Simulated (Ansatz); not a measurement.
Ansatz input

```yaml
crystal:
  lattice:
    - [-1.6845244927, 2.0509576628, 1.5040754001]
    - [2.0509576628, -1.6845244927, 1.5040754001]
    - [3.4188295433, 3.4188295433, -0.8329523779]
  atoms:
    - { symbol: Zr, position: [0.042023322, 0.957976678, 1.0] }
    - { symbol: Zr, position: [0.707976678, 0.292023322, 0.5] }
hamiltonian:
  xc: pbesol
  pseudopotentials:
    kind: paw
    azcp:
      Zr: "pseudopotentials/Zr.paw.azcp"
basis:
  ecutwfc: 420
  fft_grid_basis: typed
kpoints:
  mp_grid: { grid: [13, 13, 7], shift: [0, 0, 0] }
magnetization:
  spin_polarized: false
scf:
  occupations: { method: fermi_dirac, width: 0.1 }
  lower_state_search: "off"
output:
  stress: true
```

Terminal output

```
Warning: 4 symmetry operations that the atoms keep within the bar at which the run's group was sought (crystal.symmetry.tolerance 1.0e-5, or twice it) were not taken beside the 4 unitary ones that the detection took (of a slab, those that keep its plane). If the more symmetric cell is meant, write the vectors of crystal.lattice to more decimals, or, with the positions in fractional coordinates, give it by lengths and angles (which lays the cell in the standard orientation, to which the deck's other Cartesian keys then refer), with the lengths that are meant to be equal typed equal, the angles likewise, and each angle that the symmetry fixes typed at its exact value (of a frozen-density pass: in the run whose state it reads). The detection then takes those 4 too, where the atoms keep them as a group. The lattice (crystal.lattice as typed, or as saved on a frozen-density pass laid at its state's geometry) misses each of them by more than the tolerance, the farthest off changing a squared length by the fraction 1.4e-5. The run does not impose them: its cell is that one, or, where this deck is also told that its lattice was moved onto its group, that cell laid onto the operations that were taken. If the cell is strained on purpose, what lies past the tolerance is rightly left out.
Warning: the record states the generating functional pbe (its physics header spells it `PBE`), which answers neither for hamiltonian.xc's functional nor for the pbesol family's — results may be inconsistent (PPs are generated against a specific XC)
Engine: ansatz 0.2.0, x86_64-unknown-linux-gnu
Pseudopotentials: kind: paw
Pseudopotential: Zr, paw, valence charge 12, recommended cutoff 420 eV (normal) 
Functional definition: PBEsol
  exchange = pbesol_x
  correlation = pbesol_c
Crystal: 2 atoms, lattice volume = 39.557 Å³
Basis set: ecut = 420 eV, 773 PW (Γ)
Bands: 16, of which v1, the nominal top of the filled ones, is band 12 counted from 1 (11 counted from 0)
Symmetry: 4 space group operations
k-points: 322 of 1183
Non-local potential: Zr, projectors of the file, l = 0: 3, l = 1: 2, l = 2: 2, l = 3: 2
PAW form: soft (Blöchl's): semilocal exchange-correlation on the pseudo side does not see the compensation charge
PAW frozen core: Zr, regenerated for the run's functional, and the local potential with it (the file was generated under x = pbe(κ = 0.804, μ = 0.2195149727645171), c = pbe(β = 0.06672455060314922))
PAW one-centre angular grid: Zr, 590 points (default); XC on 64 Gauss nodes
Initial density: superposition of atomic densities (neutral atoms: chi_scale 0, normalization atom), corrected by the library's trained network
Initial wavefunctions: pseudopotential atomic-orbital guess
Functional: x = pbesol(κ = 0.804, μ = 0.12345679012345678), c = pbesol(β = 0.046)
SCF iter   1: F=—  HF=-8257.068995 eV  |F-HF|=—  |Δ(HF+E_count)|=         —  Δρ=4.03e-3  dr2=2.83e-3  ethr=1.77e-3  ⟨swp⟩=4.9  Hψ=21995  notcnv=0
SCF iter   2: F=—  HF=-8257.068308 eV  |F-HF|=—  |Δ(HF+E_count)|=   6.87e-4  Δρ=2.34e-3  dr2=9.46e-4  ethr=1.18e-5  ⟨swp⟩=2.4  Hψ=10283  notcnv=0
SCF iter   3: F=—  HF=-8257.068268 eV  |F-HF|=—  |Δ(HF+E_count)|=   4.02e-5  Δρ=3.61e-4  dr2=4.46e-5  ethr=3.94e-6  ⟨swp⟩=2.3  Hψ=6232  notcnv=0
SCF iter   4: F=—  HF=-8257.068249 eV  |F-HF|=—  |Δ(HF+E_count)|=   1.84e-5  Δρ=1.12e-4  dr2=2.14e-6  ethr=1.86e-7  ⟨swp⟩=2.2  Hψ=8361  notcnv=0
SCF iter   5: F=—  HF=-8257.068249 eV  |F-HF|=—  |Δ(HF+E_count)|=   6.34e-7  Δρ=2.55e-5  dr2=1.68e-7  ethr=8.90e-9  ⟨swp⟩=2.0  Hψ=9097  notcnv=0
SCF iter   6: F=-8257.068249 eV  HF=-8257.068249 eV  |F-HF|=1.25e-8  |Δ(HF+E_count)|=   6.65e-8  Δρ=8.36e-6  dr2=1.70e-8  ethr=4.17e-10  ⟨swp⟩=3.4  Hψ=14631  notcnv=0
SCF 1 converged in 6 iterations: F = -8257.068249 eV  dr2 = 1.70e-8
SCF converged after 6 iterations
Free energy (F): -8257.068249 eV
Harris-Foulkes:  -8257.068249 eV  (|F-HF|=1.25e-8)
Internal energy: -8257.003294 eV  (E = F + TS)
E sigma→0 (E₀):  -8257.035771 eV
Entropy (-TS):   -0.064955 eV (-32.478 meV/atom)
Fermi energy:    16.681402 eV
--- Per-component energies (eV) ---
  E_band       = -124.089074
  E_kinetic    = 675.176971
  E_local      = -1101.981773  (includes V_loc(G=0)·N_el)
  E_nonlocal   = 166.106400
  E_hartree    = 343.037648
  E_xc         = -323.959961
  E_vxc        = -384.773483  (∫ρ·V_xc dr)
  E_paw        = -5801.323445  (= ΣΔE_a)
  E_vpaw       = -164.688548  (= ΣTr[D̂ρ^β])
  E_aug_tail   = 0.000047  (compensation charges beyond the density's cutoff)
  E_ewald      = -2214.390621
  E_core_change = 0.331441  (= ΣΔE_core)
  E_smearing   = -0.064955  (= −TS)
  E_closure    = 0.000000  (closes the sum)
  Σ components = -8257.068249   (vs F -8257.068249, Δ=0.00e0)
--- Stress (GPa, compression-positive) ---
       15.736796       1.068992      -0.261163
        1.068992      15.736796      -0.261163
       -0.261163      -0.261163      14.725012
  P = ⅓ Tr σ = 15.3995 GPa (153.995 kbar)
```

Command:

```sh
ansatz run input.yaml --threads 2 --pin off --max-ram 5120MiB --backend cpu --events-out ev --progress --plain --runs-dir out
```

On 2 threads of AMD EPYC 7R43 64-Core Processor (Zen 3) (shared host) this took about 11 s of wall time and 21 s of CPU time.
